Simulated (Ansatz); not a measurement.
MnN:
```
CELL_PARAMETERS angstrom
      0.00000     2.10979     2.10979
      2.10979     0.00000     2.10979
      2.10979     2.10979     0.00000
ATOMIC_POSITIONS crystal
  Mn 0.00000 0.00000 0.00000
  N  0.75000 0.75000 0.75000
```

Relaxed with HSE06.

Task: Give the Bader charges and basin volumes of the independent atoms, HSE06 in the plane-wave PAW code Ansatz.

Result: 

```tsv
atom	Bader charge (e)	Bader volume (Å³)
Mn1	+1.28	8.6
N2	-1.28	10.2
```

Space group F-43m (zinc blende). The workflow started from a Materials Project entry (that database holds measured and hypothetical structures alike); the Crystallography Open Database copy checked does not list it. Its standing as an ambient phase is unchecked. The HSE06 relaxation kept the symmetry of its start; its stability against distortions is not shown here. The run is not spin-polarised.

Potentials: the later of the program's two PAW sets.
